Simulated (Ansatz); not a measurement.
Here is the system:

HfTe$_{2}$:
```xyz
3
Lattice="3.8370 0.0000 0.0000 -1.9185 3.3229 0.0000 0.0000 0.0000 6.5050" Properties=species:S:1:pos:R:3 pbc="T T T"
Hf     0.0000     0.0000     0.0000
Te     0.0000     2.2153     1.7727
Te     1.9185     1.1076     4.7322
```

This is the LDA-relaxed structure.

### Question
All from plane-wave PAW LDA (Ansatz code), unless another level is named. Predict the electronic character.

### Answer
metallic (no gap).

### Question
Next, the density of states at the Fermi level?

### Answer
0.31 states/eV per atom (mean over ±0.08 eV).

### Question
Predict the formation energy from the elements (no fitted shifts).

### Answer
-0.82 eV/atom.

Space group P-3m1 (CdI2 type). The first step of the workflow began from a Materials Project structure, measured or hypothetical; the Crystallography Open Database copy checked does not list it. Its standing as an ambient phase is unchecked. The cell was relaxed with LDA under the symmetry of its start; of distortions, only those at the zone centre were tested. No spin polarisation was allowed. A crystal of weakly bound layers computed without a dispersion correction: the cell and the soft elastic constants depend strongly on that. The references are the lowest solids computed at this level, not always the standard phases. Spin–orbit coupling is left out wherever it is not named.

Potentials: the later of the program's two PAW sets.
